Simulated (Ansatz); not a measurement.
Sc (hcp, Mg type)

```yaml
crystal:
  lattice:
    - [3.32949, 0.00000, 0.00000]
    - [-1.66475, 2.88342, 0.00000]
    - [0.00000, 0.00000, 5.19194]
  atoms:
    - { symbol: Sc, position: [0.33333, 0.66667, 0.75000] }
    - { symbol: Sc, position: [0.66667, 0.33333, 0.25000] }
```

Two coordinates are scanned: the volume, and the ratio of the stretch along z (the conventional c axis) to the stretch across it. Atoms keep their fractional coordinates.

Calculation: r2SCAN (plane waves to 500 eV, PAW, scalar-relativistic; Ansatz, a program for electronic structure). k mesh 16×16×9 (Γ-centred), Fermi-Dirac smearing 0.05 eV. Stress and pressure are positive under compression. With partly filled bands, the response to shear is sensitive to the k mesh, so small differences along c/a are uncertain. Sc is run without spin polarisation. Sc was relaxed with its symmetry unable to fall.

At one point of the scan the stress tensor (GPa) is:

```
    0.0      0.0      0.0
    0.0      0.0      0.0
    0.0      0.0      6.3
```

Task: Which point is it?
(A) V/V₀ = 1.040, (c/a)/(c/a)₀ = 0.920
(B) V/V₀ = 0.920, (c/a)/(c/a)₀ = 0.920
(C) V/V₀ = 1.000, (c/a)/(c/a)₀ = 0.920
(D) V/V₀ = 0.960, (c/a)/(c/a)₀ = 0.920

Result: D, V/V₀ = 0.960, (c/a)/(c/a)₀ = 0.920

(Under strain, the slope of the energy per volume gives the stress and its curvature an elastic modulus.)
